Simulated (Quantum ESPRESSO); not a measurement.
**Band energies of MoTe2**

```
MoTe2
1.0
    3.49634     0.00000     0.00000
   -1.74817     3.02792     0.00000
    0.00000     0.00000    13.68955
Mo Te
2 4
Direct
  0.33333   0.66667   0.25000
  0.66667   0.33333   0.75000
  0.33333   0.66667   0.61722
  0.66667   0.33333   0.38278
  0.66667   0.33333   0.11722
  0.33333   0.66667   0.88278
```

PBEsol (Quantum ESPRESSO, PseudoDojo norm-conserving, 80 Ry, with spin-orbit coupling); path ΓMKΓALHA,LM,KH; energies in eV from the valence-band maximum.

```
k (1/Å)  point  band 92  band 93  band 94  band 95  band 96  band 97  band 98  band 99
-------  -----  -------  -------  -------  -------  -------  -------  -------  -------
0.00         Γ     0.00     2.50     2.50     2.68     2.68     2.73     2.73     3.11
0.41              -0.51     1.41     1.41     1.78     1.78     1.88     1.88     2.11
1.04         M    -0.28     1.23     1.23     1.30     1.30     1.38     1.38     1.79
1.64         K    -0.08     0.87     0.87     0.94     0.94     1.01     1.01     2.11
2.15              -0.56     0.55     0.55     1.41     1.41     1.45     1.45     1.50
2.66              -0.07     2.33     2.33     2.42     2.42     2.49     2.49     2.67
2.83         Γ     0.00     2.50     2.50     2.68     2.68     2.73     2.73     3.11
2.83         A    -0.06     2.54     2.54     2.54     2.54     2.95     2.95     2.95
3.01              -0.10     2.35     2.35     2.35     2.35     2.61     2.61     2.61
3.35              -0.93     1.39     1.39     1.39     1.39     1.91     1.91     1.91
3.87         L    -0.47     1.26     1.26     1.26     1.26     1.61     1.61     1.61
4.47         H    -0.21     0.95     0.95     0.99     0.99     1.45     1.45     1.49
4.92              -0.57     0.89     0.89     0.96     0.96     1.55     1.55     1.61
5.37              -0.25     1.95     1.95     1.96     1.96     2.18     2.18     2.20
5.67         A    -0.06     2.54     2.54     2.54     2.54     2.95     2.95     2.95
5.67         L    -0.47     1.26     1.26     1.26     1.26     1.61     1.61     1.61
5.90         M    -0.28     1.23     1.23     1.30     1.30     1.38     1.38     1.79
5.90         K    -0.08     0.87     0.87     0.94     0.94     1.01     1.01     2.11
6.13         H    -0.21     0.95     0.95     0.99     0.99     1.45     1.45     1.49
```

The PBEsol gap is indirect, 0.55 eV, from Γ to 43 % of the way from K to Γ; the smallest direct gap is 0.94 eV.

Geometry relaxed with PBE+D3(BJ).
